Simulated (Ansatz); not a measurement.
A geometry of Cl$_{2}$ away from equilibrium: the start of the relaxation of a generated cell, Cl2 placed in the AFLOW prototype A_oC8_64_f. Calculation: PBEsol (plane waves to 420 eV, PAW, scalar-relativistic; Ansatz, a program for electronic structure). Γ-centred k-mesh 10×10×4 on the run's cell, Fermi–Dirac smearing 0.05 eV.

```xyz
4
Lattice="3.0352 -1.9868 0.0000 3.0352 1.9868 0.0000 0.0000 0.0000 8.3527" Properties=species:S:1:pos:R:3:forces:R:3 pbc="T T T" free_energy=-4242.431 pressure_GPa=-6.1
Cl     3.0352    -1.3715     0.9814    0.0000   -1.0735   -1.2675
Cl     3.0352     1.3715     7.3713    0.0000    1.0735    1.2675
Cl     3.0352     0.6153     3.1949    0.0000   -1.0735    1.2675
Cl     3.0352    -0.6153     5.1578    0.0000    1.0735   -1.2675
```

Positions in Å, forces in eV/Å, free energy of the cell in eV (comparable only within this code, potentials and settings). Largest force: 1.66 eV/Å, on Cl1, Cl2, Cl3, Cl4 (atoms numbered as listed); the geometry lies 0.20 eV/atom above the end of its relaxation.

No spin polarisation in the result. Without a van der Waals term the distances between weakly bound units are poorly fixed.

The run could not lose the symmetry of its start.
